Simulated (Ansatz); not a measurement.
Total density of states per atom from r²SCAN in the plane-wave PAW code Ansatz, in 0.25 eV bins, energy from the Fermi level:

```
E (eV) | states/eV/atom
    -7.85 | # 0.06
    -7.60 | # 0.07
    -7.35 | # 0.09
    -7.10 | # 0.11
    -6.85 | ## 0.13
    -6.60 | ## 0.16
    -6.35 | ### 0.23
    -6.10 | ####### 0.53
    -5.85 | ####### 0.52
    -5.60 | ####### 0.52
    -5.35 | ############ 0.90
    -5.10 | ####################### 1.76
    -4.85 | ##################### 1.63
    -4.60 | ####################### 1.74
    -4.35 | ################# 1.31
    -4.10 | ############### 1.15
    -3.85 | ###################### 1.68
    -3.60 | ################# 1.28
    -3.35 | ################### 1.45
    -3.10 | ###################### 1.72
    -2.85 | ################## 1.41
    -2.60 | ############################## 2.30
    -2.35 | ############################## 2.29
    -2.10 | ##################### 1.63
    -1.85 | ############################ 2.15
    -1.60 | ################ 1.21
    -1.35 | ############ 0.94
    -1.10 | ########### 0.81
    -0.85 | ########### 0.81
    -0.60 | ########## 0.77
    -0.35 | ########### 0.84
    -0.10 | ########### 0.86
     0.15 | ###### 0.49
     0.40 | ## 0.18
     0.65 | # 0.08
     0.90 | # 0.05
     1.15 |  0.03
     1.40 |  0.02
     1.65 | # 0.06
     1.90 | ########## 0.79
     2.15 | ########### 0.82
     2.40 | ########## 0.73
     2.65 | ######### 0.66
     2.90 | ############# 1.01
     3.15 | ############# 0.98
     3.40 | ############# 0.98
     3.65 | ####### 0.51
     3.90 | #### 0.33
     4.15 | ### 0.27
     4.40 | ### 0.22
     4.65 | ### 0.22
```

Q: Which of these materials gives this?
A) Y, fcc (Cu type)
B) YPt3, Cu3Au type
C) Ce3Sn, Cu3Au type
D) YZnSi, P-6m2 (Y on 1a, Zn on 1d, Si on 1f)

A: B, YPt3, Cu3Au type. Within 0.5 eV of the Fermi level: Pt 5d 74 %, Y 4d 10 %, Y 5s 7 %. Projections are on Löwdin-orthogonalised atomic valence shells; empty p or d shells of many metals are not among them.

Space group Pm-3m (Cu3Au type). The first step of the workflow began from a Materials Project structure, measured or hypothetical; the Crystallography Open Database files this formula in space group No. 221, but the cells were not matched. Whether it is the stable phase at ambient conditions was not checked. The r²SCAN relaxation kept the symmetry of its start; whether a distortion lowers the energy is not shown. The run is not spin-polarised. Spin–orbit coupling is left out wherever it is not named.

Potentials: the later of the program's two PAW sets.
